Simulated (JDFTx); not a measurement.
Part of a log of a modified build of JDFTx for hydrazinium, N2H5 (SMILES N[NH3+]), charge +1, multiplicity 1 (PBE, GBRV ultrasoft potentials, plane waves to 20/100 Ha):

```
unit cell volume = 5617.99
Chosen fftbox size, S = [  90  80  80  ]
unit cell volume = 5617.99
Chosen fftbox size, S = [  80  72  72  ]
  'N' pseudopotential, 'SLA  PW   PBE  PBE' functional
  5 valence electrons, 2 orbitals, 4 projectors, 729 radial grid points, with lMax = 1
  'H' pseudopotential, 'SLA  PW   PBX  PBC' functional
  1 valence electrons, 1 orbitals, 2 projectors, 615 radial grid points, with lMax = 0
Initialized 2 species with 7 total atoms.
Folded 1 k-points by 1x1x1 to 1 k-points.
nElectrons:  14.000000   nBands: 7   nStates: 1
average nbasis = 23991.000 , ideal nbasis = 24000.475
Correction to mu due to finite nuclear width = -0.00264917
   Cavity determined by nc: 0.00142 and sigma: 0.707107
   Nonlocal vdW cavity from gaussian model electron density with norm = 8 and sigma = 0.993594 bohr
   Charge asymmetry in cavity with sensitivity pCavity = 36.5 e-bohr/Eh
   Electrostatic cavity expanded by eta = 1.46 bohrs
   Weighted density cavitation model constrained by Nbulk: 0.0049383 bohr^-3, Pvap: 3.14029 kPa, Rvdw: 2.61727 bohr and sigmaBulk: 4.62e-05 Eh/bohr^2 at T: 298 K.
   Weighted density dispersion model using vdW pair potentials with single solvent site with sqrtC6eff: 0.77 SI.
[...]
	Linear fluid (dielectric constant: 78.4, screening length: 5.74355 Bohr) occupying 0.835952 of unit cell:	Completed after 17 iterations
[... later lines of the fluid solver are left out ...]
ElecMinimize: Iter:   0  Etot: -22.770258068001574  |grad|_K:  1.233e-04  alpha:  1.000e+00
ElecMinimize: Iter:   1  Etot: -22.773144940142096  |grad|_K:  6.509e-05  alpha:  1.131e+00  linmin: -4.459e-03
ElecMinimize: Iter:   2  Etot: -22.773797872570039  |grad|_K:  3.758e-05  alpha:  9.143e-01  linmin:  7.466e-04
[... lines cut ...]
ElecMinimize: Iter:   8  Etot: -22.774086428590149  |grad|_K:  8.416e-07  alpha:  8.838e-01  linmin: -6.819e-03
ElecMinimize: Iter:   9  Etot: -22.774086536037231  |grad|_K:  4.666e-07  alpha:  8.978e-01  linmin: -8.723e-03
ElecMinimize: Iter:  10  Etot: -22.774086573023968  |grad|_K:  2.780e-07  alpha:  1.003e+00  linmin: -2.096e-05
ElecMinimize: Iter:  11  Etot: -22.774086583823582  |grad|_K:  1.400e-07  alpha:  8.598e-01  linmin: -1.014e-01
ElecMinimize: Converged (|Delta Etot|<1.000000e-07 for 2 iters).

# Energy components:
   A_diel =       -0.0589715836473521
   Eewald =       13.2706327819104182
       EH =       29.1535284921028435
     Eloc =      -74.5444741191842866
      Enl =        2.9691251943781349
      Exc =       -6.9094168301590022
 Exc_core =        0.1772298403206124
       KE =       13.1656104693336395
  MuShift =        0.0026491711214077
-------------------------------------
     Etot =      -22.7740865838235820


	eMin: -0.946770 at state 0 ( [ +0.000000 +0.000000 +0.000000 ] spin 0 )
	HOMO: -0.250010 at state 0 ( [ +0.000000 +0.000000 +0.000000 ] spin 0 )
```

Which solvation model was used?
(A) SCCS (anion parameters)
(B) SCCS (g09 parameters)
(C) SCCS (g03 parameters)
(D) CANDLE

D, CANDLE. The liquid was water (dielectric constant 78.4), 1 M NaF.
